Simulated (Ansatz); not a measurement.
GaN in space group P6_3mc (No. 186; Pearson symbol hP12), a = b = 3.181 Å, c = 15.572 Å, α = β = 90.00°, γ = 120.00°.

Relaxed with r²SCAN.

### Question
Give the optical modes at the zone centre with their infrared and Raman activity from DFPT, DFT-r²SCAN in the program Ansatz with PAW potentials.

### Answer
Transverse frequencies, without the LO–TO term; a row sums one degenerate level.

| ω (cm⁻¹) | degeneracy | IR ((D/Å)²/amu) | Raman (Å⁴/amu) | activity | symmetry |
|---|---|---|---|---|---|
| 78 | 2 | 0.00 | 0.55 | Raman | E2 |
| 79 | 2 | 0.00 | 0.82 | Raman | E2 |
| 125 | 2 | 0.00 | 0 | silent | E1 |
| 127 | 2 | 0.00 | 0.086 | Raman | E1 |
| 141 | 2 | 0.00 | 0.14 | Raman | E2 |
| 168 | 1 | 0.00 | 0 | silent | B1 |
| 169 | 1 | 0.00 | 0 | silent | B1 |
| 292 | 1 | 0.04 | 0.43 | IR+Raman | A1 |
| 294 | 1 | 0.00 | 0 | silent | A1 |
| 340 | 1 | 0.00 | 0 | silent | B1 |
| 541 | 1 | 87.10 | 68 | IR+Raman | A1 |
| 549 | 2 | 165.52 | 30 | IR+Raman | E1 |
| 551 | 2 | 0.00 | 72 | Raman | E2 |
| 557 | 2 | 0.00 | 0.70 | Raman | E2 |
| 561 | 2 | 1.95 | 0.35 | IR+Raman | E1 |
| 567 | 2 | 0.17 | 0 | IR | E1 |
| 569 | 2 | 0.00 | 2.0 | Raman | E2 |
| 697 | 1 | 0.00 | 0 | silent | B1 |
| 706 | 1 | 0.01 | 0.086 | Raman | A1 |
| 708 | 1 | 0.00 | 0.085 | Raman | A1 |
| 725 | 1 | 0.00 | 0 | silent | B1 |
| 727 | 1 | 0.00 | 0 | silent | B1 |

### Question
How high does the top mode go among those that the LO–TO term moves?

### Answer
735 cm⁻¹ for q along x, 735 cm⁻¹ for q along y, 731 cm⁻¹ for q along z.

The cell is a constructed one: a structure type filled with these elements. Its sites differ from those of the usual phase in this space group: another stacking or structure type. The r²SCAN relaxation kept the symmetry of its start; its stability against distortions is not shown here.

Potentials: the later of the program's two PAW sets.
